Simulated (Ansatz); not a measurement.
BAs:
```
CELL_PARAMETERS angstrom
      2.93761     0.00000     0.00000
      0.00000     2.93761     0.00000
      0.00000     0.00000     2.93761
ATOMIC_POSITIONS crystal
  B  0.00000 0.00000 0.00000
  As 0.50000 0.50000 0.50000
```

Relaxed with r²SCAN. Special points in fractions of this cell's reciprocal vectors: Γ (0.000, 0.000, 0.000); X (0.000, 0.500, 0.000); M (0.500, 0.500, 0.000); R (0.500, 0.500, 0.500).

Question: List the band energies nearest the Fermi level at these points for DFT-r²SCAN in the program Ansatz with PAW potentials.

Answer: In eV from the Fermi level; about four levels below and three above (degenerate sets whole), none deeper than 8.9 eV; … stands for higher levels left out; points with the same levels are listed once.

```tsv
k	below	above
Γ	-0.97 -0.97 -0.97 -0.23	6.07 6.07 …
X	–	3.04 3.04 3.29 3.29
M	-7.19 -7.19 -5.92	4.46 5.26 …
R	-3.29 -3.29 -3.29 -2.90	…
```

Space group Pm-3m (CsCl type). A made-up cell: these elements were put on the sites of a structure type; neither database checked (COD, Materials Project) lists it. It is not the phase usual at ambient conditions (space group No. 216). The r²SCAN relaxation kept the symmetry of its start; whether a distortion lowers the energy is not shown. Scalar-relativistic: spin–orbit coupling is off unless named, which matters more the heavier the elements.

Potentials: the later of the program's two PAW sets.
